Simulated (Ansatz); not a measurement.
Ansatz (a quantum-chemistry and plane-wave program) input:

Ansatz 0.2 input:
```yaml
crystal:
  lattice:
    - [-1.9440022804, 1.9440022804, 6.320642025]
    - [1.9440022804, -1.9440022804, 6.320642025]
    - [1.9440022804, 1.9440022804, -6.320642025]
  atoms:
    - { symbol: Ba, position: [0.0, 0.0, 0.0] }
    - { symbol: Cu, position: [0.75, 0.25, 0.5] }
    - { symbol: Cu, position: [0.25, 0.75, 0.5] }
    - { symbol: S, position: [0.6401596927, 0.6401596927, 0.0] }
    - { symbol: S, position: [0.3598403073, 0.3598403073, 0.0] }
kpoints:
  mp_grid: { grid: [10, 10, 10] }
hamiltonian:
  xc: r2scan
  pseudopotentials: { kind: paw }
scf:
  occupations: { method: fixed }
checkpoint: { read: static.run }
output: { write_density: true, elf: true, volumetric_format: npy }
basis: { fft_grid_basis: typed }
```

Output (shortened):

```
Pseudopotential: Ba, paw, valence charge 10
Pseudopotential: Cu, paw, valence charge 19
Pseudopotential: S, paw, valence charge 6
Functional definition: r2SCAN
Crystal: 5 atoms, lattice volume = 95.546 Å³
Basis set: ecut = 500 eV, 2399 PW (Γ), exchange–correlation on 216×216×216 points (64 copies of the dense FFT grid, shifted against one another)
Bands: 36, of which v1, the nominal top of the filled ones, is band 30 counted from 1 (29 counted from 0)
Symmetry: 16 space group operations
Space group: I4/mmm (ITA 139), of the structure as read, at distance tolerance 4.6e-5 Å
k-points: 102 of 1000
Stability of the state it starts from, as read at its close in the unpolarized treatment …
iter 1 solved again at ethr=4.79e-6 eV; its pass at ethr=3.10e-3 eV (dr2=2.87e-3 eV) is discarded
SCF iter   1: F=—  HF=-21044.124958 eV  |F-HF|=—  |Δ(HF+E_count)|=         —  Δρ=2.92e-6  dr2=1.51e-8  dr2_τ=6.17e-10  ethr=4.79e-6  ⟨swp⟩=2.0  Hψ=20902  notcnv=0  defer=408
preconditioner: auto → Resta (q_TF=auto, 2.525 Å⁻¹)
SCF iter   2: F=—  HF=-21044.125015 eV  |F-HF|=—  |Δ(HF+E_count)|=   5.72e-5  Δρ=2.17e-6  dr2=5.05e-9  dr2_τ=8.96e-10  ethr=2.51e-11  ⟨swp⟩=11.7  Hψ=22131  notcnv=0
SCF iter   3: F=-21044.125015 eV  HF=-21044.125015 eV  |F-HF|=1.32e-9  |Δ(HF+E_count)|=  9.35e-10  Δρ=1.04e-6  dr2=1.78e-9  dr2_τ=8.88e-11  ethr=8.42e-12  ⟨swp⟩=1.2  Hψ=9087  notcnv=0
SCF 1 converged in 3 iterations: F = -21044.125015 eV  dr2 = 1.78e-9
SCF converged after 3 iterations
Free energy (F): -21044.125015 eV
Harris-Foulkes:  -21044.125015 eV  (|F-HF|=1.32e-9)
Internal energy: -21044.125015 eV  (E = F + TS)
E sigma→0 (E₀):  -21044.125015 eV
Fermi energy:    11.049691 eV
--- Per-component energies (eV) ---
  E_band       = -940.349095
  E_kinetic    = 986.226207
  E_local      = -13325.795527  (includes V_loc(G=0)·N_el)
  E_nonlocal   = 923.754037
  E_hartree    = 6044.376152
  E_xc         = -508.565840
  E_vxc        = -585.124695  (∫ρ·V_xc dr)
  E_paw        = -9844.961316  (= ΣΔE_a)
  E_vpaw       = -1061.230957  (= ΣTr[D̂ρ^β])
  E_aug_tail   = 0.000310  (compensation charges beyond the density's cutoff)
  E_vtau       = 33.067013  (kinetic-family band-sum trace: ∫τ·v_τ [+ j·A + Jᵃ·Aᵃ] dr)
  E_ewald      = -5318.407704
  E_core_change = -0.751334  (= ΣΔE_core)
  E_smearing   =  0.000000  (= −TS)
  E_closure    = 0.000000  (closes the sum)
  Σ components = -21044.125015   (vs F -21044.125015, Δ=0.00e0)
  [band-id]    e_kinetic+e_local+e_nonlocal+2·e_hartree+e_vxc+e_vpaw+e_augmentation_tail+e_vtau = -940.351308   (vs E_band -940.349095, Δ=-2.21e-3)
--- Band table (eV; the first three rows and the last of 102) ---
  k-point 0: bands = ["-104.5552", "-104.5521", "-60.4201", "-60.4201", "-60.4160", "-60.4117", "-60.3979", "-60.3979", "-17.8207", "-3.5663", "-3.4113", "-2.3255", "-2.3255", "-1.4133", "4.8708", "6.7877", "6.7877", "6.8307", "7.1304", "7.1304", "8.0170", …
  k-point 1: bands = ["-104.5551", "-104.5523", "-60.4203", "-60.4178", "-60.4158", "-60.4119", "-60.4003", "-60.3978", "-17.8051", "-3.4962", "-3.4677", "-2.4038", "-2.2151", "-1.5229", "5.0509", "6.5487", "6.8055", "6.8199", "6.8590", "7.1890", "8.0812", …
  k-point 2: bands = ["-104.5547", "-104.5526", "-60.4209", "-60.4152", "-60.4124", "-60.4118", "-60.4064", "-60.3973", "-17.7644", "-3.6075", "-3.1951", "-2.6013", "-2.0332", "-1.7918", "5.2390", "6.1391", "6.2824", "6.8595", "6.9024", "7.2806", "8.2267", …
  k-point 101: bands = ["-104.5552", "-104.5521", "-60.4201", "-60.4201", "-60.4160", "-60.4117", "-60.3979", "-60.3979", "-17.8203", "-4.0354", "-2.6611", "-2.3256", "-2.3256", "-1.7270", "5.8965", "5.9340", "6.6480", "6.6480", "7.2856", "7.2856", "8.0180", …
```

Cost: very roughly 29 core-seconds on shared cores.

The first step of the workflow began from a Materials Project structure, measured or hypothetical; the Crystallography Open Database copy checked does not list it. COD files the formula under space group No. 33, 62, so this cell is another polymorph or a model. Its standing as an ambient phase is unchecked. Symmetry was held in the r²SCAN relaxation; its stability against distortions is not shown here. The run is not spin-polarised. Spin–orbit coupling is left out wherever it is not named.

Potentials: the later of the program's two PAW sets.

Ansatz is a plane-wave DFT program.
